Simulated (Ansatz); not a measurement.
Level of theory: Ansatz, DFT PBE, scalar-relativistic, plane waves, PAW. All cells share a 420 eV cutoff and Γ-centred k meshes spaced at most about 0.3 Å⁻¹ (about 0.25 or finer for metals, 2π included). No spin polarisation in the final relaxations.

Temperature and zero-point effects are left out.

Compare these two cells of Ga4SeS, each relaxed at this level.

A.

Space group F-43m (No. 216). a = 7.908 Å, b = 7.908 Å, c = 7.908 Å, α = 90.00°, β = 90.00°, γ = 90.00°
```json
{"atom": "Ga", "site": "16e", "symmetry": ".3m", "x": "0.8749", "y": "0.3749", "z": "0.8749"}
{"atom": "Se", "site": "4d", "symmetry": "-43m", "x": "0.2500", "y": "0.2500", "z": "0.7500"}
{"atom": "S", "site": "4a", "symmetry": "-43m", "x": "0.0000", "y": "0.0000", "z": "0.0000"}
```

B.

Space group F-43m (No. 216). a = 9.304 Å, b = 9.304 Å, c = 9.304 Å, α = 90.00°, β = 90.00°, γ = 90.00°
```
atom  site  symmetry       x       y       z
  Ga   16e       .3m  0.1016  0.1016  0.8984
  Se    4c      -43m  0.2500  0.2500  0.2500
   S    4d      -43m  0.2500  0.2500  0.7500
```

Question: Which would you expect to be lower, and how large is the difference?

Answer: A is lower, by 41 meV/atom. A has space group F-43m (No. 216), 20.6 Å³/atom and no gap on its mesh; B has space group F-43m (No. 216), 33.6 Å³/atom and a gap of 0.74 eV. The shortest distance is 2.79 Å (Ga–Ga) in A and 2.39 Å (Ga–S) in B. The denser one is the lower, and pressure would at first widen the difference. Even the lower one lies +0.18 eV/atom against the reference forms of the elements (uncorrected), so neither is stable at this level. In A, Ga is surrounded by 6 Ga at 2.79–2.80 Å, 3 S at 3.28 Å and 3 Se at 3.28 Å; Se has 12 Ga at 3.28 Å and 4 S at 3.42 Å; S is surrounded by 12 Ga at 3.28 Å and 4 Se at 3.42 Å (long contacts). In B, Ga is surrounded by 1 S at 2.39 Å, 3 Ga at 2.67 Å and 3 Se at 3.81 Å; Se is surrounded by 12 Ga at 3.81 Å (long contacts); around S lie 4 Ga at 2.39 Å. Both come from invented guesses. A third cell relaxed alike, in P4/mmm, lies 174 meV/atom below the lower of the two.

Kohn–Sham gaps at this level usually fall short of measured ones. Cells relaxed within their symmetry can be saddle points.
